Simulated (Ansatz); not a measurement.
CsCl:
```cif
data_ClCs
_chemical_formula_sum 'Cs1 Cl1'
_space_group_name_H-M_alt 'P 1'
_space_group_IT_number 1
_cell_length_a 4.20610
_cell_length_b 4.20610
_cell_length_c 4.20610
_cell_angle_alpha 90.000
_cell_angle_beta 90.000
_cell_angle_gamma 90.000
loop_
_space_group_symop_operation_xyz
  'x, y, z'
loop_
_atom_site_label
_atom_site_type_symbol
_atom_site_fract_x
_atom_site_fract_y
_atom_site_fract_z
_atom_site_occupancy
Cs1 Cs 0.00000 0.00000 0.00000 1
Cl1 Cl 0.50000 0.50000 0.50000 1
```

Relaxed with PBE. PBE in the plane-wave PAW code Ansatz gives a gap of 5.01 eV.

**Question.** What gap does HSE06 give on the same cell (Ansatz, PAW)?

**Answer.** 6.31 eV, 1.30 eV more. The hybrid was solved on a coarser mesh and at special points; its gap is the smallest among all of these.

```json
[
 {"k": "Γ", "v1 PBE": "0.00", "c1 PBE": "5.01", "v1 HSE06": "0.00", "c1 HSE06": "6.31"},
 {"k": "R", "v1 PBE": "-0.95", "c1 PBE": "8.24", "v1 HSE06": "(withheld)", "c1 HSE06": "(withheld)"},
 {"k": "M", "v1 PBE": "-0.03", "c1 PBE": "5.89", "v1 HSE06": "(withheld)", "c1 HSE06": "(withheld)"},
 {"k": "X", "v1 PBE": "-0.18", "c1 PBE": "6.39", "v1 HSE06": "(withheld)", "c1 HSE06": "(withheld)"}
]
```

**Question.** Top valence (v1) and lowest conduction level (c1) in eV from each method's valence maximum (which need not be a listed point): supply the withheld HSE06 values.

**Answer.** 
- M, v1 HSE06: -0.04
- M, c1 HSE06: 7.20
- R, v1 HSE06: -1.00
- R, c1 HSE06: 9.69
- X, v1 HSE06: -0.19
- X, c1 HSE06: 7.73

Cost on shared cores: the PBE run (SCF on a 7×7×7 mesh, then bands and DOS) roughly 8 core-seconds, the HSE06 run (SCF on 5×5×5, then a few points) around 80 core-seconds (rough); the tasks are unlike.

Space group Pm-3m (CsCl type). Symmetry was held in the PBE relaxation. Scalar-relativistic: spin–orbit coupling is off unless named, which matters more the heavier the elements.

Potentials: the later of the program's two PAW sets.
